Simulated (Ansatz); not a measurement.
Formation energy of AlCu$_{3}$

```
CELL_PARAMETERS angstrom
0.00000 2.88388 2.88388
2.88388 0.00000 2.88388
2.88388 2.88388 0.00000
ATOMIC_POSITIONS crystal
Al 0.00000 0.00000 0.00000
Cu 0.50000 0.50000 0.50000
Cu 0.25000 0.25000 0.25000
Cu 0.75000 0.75000 0.75000
```

The cell comes from a relaxation on PAW files under the same functional, begun from a database entry that needn't be the ground state.

Computed with Ansatz 0.2.0; functional PBEsol, scalar-relativistic. Settings: a Γ-centred 11×11×11 k mesh, Fermi–Dirac smearing of 0.05 eV, no spin polarisation. Methods: LAPW: all electrons, basis error target 0.5 meV/atom; PAW: frozen-core files, cutoff 420 eV; norm-conserving: pseudopotentials, cutoff 1252 eV.

The elements are taken as Al fcc, Cu fcc, each relaxed on PAW files under the same functional and computed by the same method as the compound; zero-point and thermal terms are left out.

The PAW files were made under PBE. The norm-conserving files are those that the library serves for this functional.

Q: Give the formation energy by each method, with the residual pressure at this cell and the LAPW gap.

A: 

| method | ΔE(formation) (eV/atom) | P at this cell (GPa) | gap (eV) |
| --- | --- | --- | --- |
| LAPW | -0.179 | -0.01 | 0.00 |
| PAW | -0.178 | 0.00 | – |
| norm-conserving | -0.183 | -0.22 | – |

Q: Give the LAPW value for one formula unit in kJ/mol.

A: -0.179 eV/atom × 4 atoms × 96.485 kJ/(mol·eV) = -69.1 kJ/mol, at zero temperature and without zero-point motion.
